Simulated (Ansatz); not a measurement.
HfTiO4:
```cif
data_Hf4O16Ti4
_chemical_formula_sum 'Hf4 Ti4 O16'
_space_group_name_H-M_alt 'P 1'
_space_group_IT_number 1
_cell_length_a 4.66931
_cell_length_b 11.78902
_cell_length_c 4.93677
_cell_angle_alpha 90.000
_cell_angle_beta 90.000
_cell_angle_gamma 90.000
loop_
_space_group_symop_operation_xyz
  'x, y, z'
loop_
_atom_site_label
_atom_site_type_symbol
_atom_site_fract_x
_atom_site_fract_y
_atom_site_fract_z
_atom_site_occupancy
Hf1 Hf 0.50000 0.33163 0.75000 1
Hf2 Hf 0.50000 0.66837 0.25000 1
Hf3 Hf 0.00000 0.16837 0.25000 1
Hf4 Hf 0.00000 0.83163 0.75000 1
Ti1 Ti 0.50000 0.07114 0.75000 1
Ti2 Ti 0.50000 0.92886 0.25000 1
Ti3 Ti 0.00000 0.42886 0.25000 1
Ti4 Ti 0.00000 0.57114 0.75000 1
O1 O 0.73164 0.05337 0.42660 1
O2 O 0.26836 0.94663 0.57340 1
O3 O 0.76836 0.44663 0.92660 1
O4 O 0.23164 0.55337 0.07340 1
O5 O 0.23164 0.44663 0.57340 1
O6 O 0.76836 0.55337 0.42660 1
O7 O 0.26836 0.05337 0.07340 1
O8 O 0.73164 0.94663 0.92660 1
O9 O 0.77898 0.68786 0.91590 1
O10 O 0.22102 0.31214 0.08410 1
O11 O 0.72102 0.81214 0.41590 1
O12 O 0.27898 0.18786 0.58410 1
O13 O 0.27898 0.81214 0.08410 1
O14 O 0.72102 0.18786 0.91590 1
O15 O 0.22102 0.68786 0.58410 1
O16 O 0.77898 0.31214 0.41590 1
```

Relaxed with r²SCAN.

Question: Which orbitals make up the states near the band edges in DFT-r²SCAN in the program Ansatz with PAW potentials?

Answer: Top 1 eV of the valence band: O 2p 93 %. Bottom 1 eV of the conduction band: Ti 3d 79 %, O 2p 13 %, Hf 5d 6 %. Projections are on Löwdin-orthogonalised atomic valence shells; empty p or d shells of many metals are not among them.

Question: Tabulate the density of states.

Answer: States/eV per cell of 24 atoms, in 0.25 eV bins, energy from the valence-band maximum.

| E (eV) | total | O 2p | Ti 3d | Hf 5d |
|---|---|---|---|---|
| -7.85 | 0.00 | 0.00 | 0.00 | 0.00 |
| -7.60 | 0.00 | 0.00 | 0.00 | 0.00 |
| -7.35 | 0.00 | 0.00 | 0.00 | 0.00 |
| -7.10 | 0.00 | 0.00 | 0.00 | 0.00 |
| -6.85 | 0.00 | 0.00 | 0.00 | 0.00 |
| -6.60 | 0.00 | 0.00 | 0.00 | 0.00 |
| -6.35 | 0.00 | 0.00 | 0.00 | 0.00 |
| -6.10 | 0.00 | 0.00 | 0.00 | 0.00 |
| -5.85 | 0.00 | 0.00 | 0.00 | 0.00 |
| -5.60 | 0.00 | 0.00 | 0.00 | 0.00 |
| -5.35 | 0.00 | 0.00 | 0.00 | 0.00 |
| -5.10 | 0.00 | 0.00 | 0.00 | 0.00 |
| -4.85 | 1.13 | 0.78 | 0.13 | 0.10 |
| -4.60 | 15.80 | 10.99 | 2.09 | 1.23 |
| -4.35 | 16.40 | 11.43 | 1.84 | 2.02 |
| -4.10 | 24.99 | 17.57 | 2.77 | 3.32 |
| -3.85 | 25.76 | 18.36 | 3.16 | 3.31 |
| -3.60 | 25.08 | 18.25 | 3.52 | 2.45 |
| -3.35 | 22.01 | 15.96 | 3.45 | 1.93 |
| -3.10 | 15.45 | 11.55 | 1.92 | 1.35 |
| -2.85 | 16.26 | 12.62 | 1.59 | 1.24 |
| -2.60 | 16.05 | 12.83 | 1.35 | 1.05 |
| -2.35 | 19.14 | 15.56 | 1.50 | 1.13 |
| -2.10 | 17.18 | 14.19 | 1.24 | 0.93 |
| -1.85 | 19.08 | 16.26 | 1.10 | 0.87 |
| -1.60 | 22.94 | 20.10 | 1.04 | 0.88 |
| -1.35 | 22.90 | 20.34 | 0.96 | 0.79 |
| -1.10 | 24.27 | 21.76 | 1.03 | 0.75 |
| -0.85 | 22.11 | 20.19 | 0.74 | 0.60 |
| -0.60 | 21.56 | 19.81 | 0.68 | 0.67 |
| -0.35 | 25.26 | 23.59 | 0.63 | 0.64 |
| -0.10 | 10.66 | 10.15 | 0.19 | 0.18 |
| 0.15 | 0.00 | 0.00 | 0.00 | 0.00 |
| 0.40 | 0.00 | 0.00 | 0.00 | 0.00 |
| 0.65 | 0.00 | 0.00 | 0.00 | 0.00 |
| 0.90 | 0.00 | 0.00 | 0.00 | 0.00 |
| 1.15 | 0.00 | 0.00 | 0.00 | 0.00 |
| 1.40 | 0.00 | 0.00 | 0.00 | 0.00 |
| 1.65 | 0.00 | 0.00 | 0.00 | 0.00 |
| 1.90 | 0.00 | 0.00 | 0.00 | 0.00 |
| 2.15 | 0.00 | 0.00 | 0.00 | 0.00 |
| 2.40 | 0.00 | 0.00 | 0.00 | 0.00 |
| 2.65 | 0.00 | 0.00 | 0.00 | 0.00 |
| 2.90 | 0.00 | 0.00 | 0.00 | 0.00 |
| 3.15 | 0.00 | 0.00 | 0.00 | 0.00 |
| 3.40 | 0.00 | 0.00 | 0.00 | 0.00 |
| 3.65 | 13.13 | 1.44 | 10.43 | 0.96 |
| 3.90 | 31.33 | 4.06 | 24.56 | 1.92 |
| 4.15 | 24.60 | 3.29 | 19.29 | 1.46 |
| 4.40 | 26.95 | 3.63 | 21.56 | 1.26 |
| 4.65 | 0.00 | 0.00 | 0.00 | 0.00 |
| 4.90 | 0.00 | 0.00 | 0.00 | 0.00 |
| 5.15 | 0.00 | 0.00 | 0.00 | 0.00 |
| 5.40 | 4.82 | 0.34 | 1.44 | 2.79 |
| 5.65 | 14.09 | 1.36 | 4.13 | 7.79 |
| 5.90 | 14.37 | 1.59 | 4.04 | 7.76 |
| 6.15 | 15.32 | 1.93 | 3.83 | 8.53 |
| 6.40 | 16.19 | 2.32 | 3.45 | 9.36 |
| 6.65 | 13.79 | 2.33 | 2.45 | 8.12 |
| 6.90 | 15.74 | 2.97 | 4.73 | 6.66 |
| 7.15 | 15.54 | 3.27 | 5.37 | 5.45 |
| 7.40 | 19.74 | 4.46 | 5.56 | 7.96 |
| 7.65 | 11.59 | 2.82 | 3.49 | 4.28 |
| 7.90 | 12.18 | 3.19 | 4.06 | 3.85 |
| 8.15 | 6.31 | 1.74 | 2.04 | 1.85 |
| 8.40 | 1.15 | 0.24 | 0.25 | 0.25 |

Space group Pbcn. The start of the workflow was typed in or built on a structure type; neither database checked (COD, Materials Project) lists it. Whether it is the stable phase at ambient conditions was not checked. Symmetry was held in the r²SCAN relaxation; its stability against distortions is not shown here. The workflow began spin-polarised and lost its moments. Scalar-relativistic: spin–orbit coupling is off unless named, which matters more the heavier the elements.

Potentials: the later of the program's two PAW sets.
